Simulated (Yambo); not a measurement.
Material: CaB2C2 (space group I4/mcm, No. 140); a = 5.293 Å, b = 5.293 Å, c = 5.293 Å, α = 119.31°, β = 119.31°, γ = 91.19° (10 atoms in the cell). The geometry is that of Materials Project entry mp-10289, symmetrised and not relaxed again.

With PBEsol (pw.x of Quantum ESPRESSO, ONCV potentials, no spin-orbit coupling), the gap between the mesh's edge points ((0, 0, 0.25) → Z) is 0.616 eV.

Task: Estimate the G0W0 gap between the same points from Yambo (4×4×4 Γ-centred k mesh, 118 bands and a 6 Ry block in the screening, 118 bands in G with the Bruneval-Gonze terminator, plasmon pole fitted at 27.2 eV).

Result: The correction is 0.404 eV, giving 1.020 eV, 1.7 times the PBEsol value. The mesh misses a band edge: along a dense path the PBEsol gap is 0.54 eV against 0.62 eV on the mesh. Nearest settings tried, and what they do to the gap: 3 Ry block (63 vectors against 173): -57 meV. Not varied: bands in G, bands in W, mesh. So the settings aren't converged at that level. 

The structure is a Materials Project entry; no match was found in the copy of COD used, and its stability was not checked.
